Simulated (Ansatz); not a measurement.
With plane-wave PAW PBEsol (Ansatz code), ZnSnO3 in the trigonal phase (R3c; Zn on 6a, Sn on 6a, O on 18b) relaxes to a = 5.278 Å, c = 14.011 Å. Sn has 6 nearest neighbours from 2.05 Å (octahedral). Against the elements it lies at -1.56 eV/atom, with no fitted shifts.

It is gapped at this level: 1.25 eV (direct). The valence maximum lies at Γ and the conduction minimum at Γ. The screened hybrid HSE06 puts the gap at 3.05 eV. Gap from PBEsol with spin–orbit coupling: 1.23 eV. The electron mass is 0.19 mₑ (isotropic).

The bulk modulus is 180 GPa. The relaxed-ion elastic constants in GPa are C11 = 313, C12 = 150, C13 = 122, C14 = 1.0, C33 = 249, C44 = 71.0. The elastic constants imply a Debye temperature near 497 K. Perturbation theory gives ε∞ = 5.01 (xx = yy), 4.85 (zz). Born charges are Zn +2.33, Sn +4.23, O -2.19 e. Bader charges are Zn +1.27, Sn +2.41, O -1.23 e.

The cell was relaxed with PBEsol under the symmetry of its start. The references are the lowest solids computed at this level, not always the standard phases (solids in place of the gases). Spin–orbit coupling is left out wherever it is not named.

Potentials: the later of the program's two PAW sets.
